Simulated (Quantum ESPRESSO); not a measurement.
```xyz
6
Lattice="3.1922 0.0000 0.0000 -1.5961 2.7646 0.0000 0.0000 0.0000 13.3783" Properties=species:S:1:pos:R:3 pbc="T T T"
S      1.5961     0.9215     8.4695
S      0.0000     1.8430     4.9088
S      0.0000     1.8430     1.7804
S      1.5961     0.9215    11.5979
Mo     1.5961     0.9215     3.3446
Mo     0.0000     1.8430    10.0337
```

The geometry is that of Materials Project entry mp-2815, symmetrised and not relaxed again.

Task: What does PBEsol (pw.x of Quantum ESPRESSO, ONCV potentials, scalar-relativistic) give for the electronic structure near the Fermi level?

Result: The PBEsol gap is indirect, 1.20 eV, from Γ to K; the smallest direct gap is 1.62 eV. Spin-orbit splittings are left out.

The distance between layers or molecules is the database entry's, not relaxed here. Functionals without dispersion can leave it too large, which widens gaps and weakens the response across layers: the numbers belong to this cell.
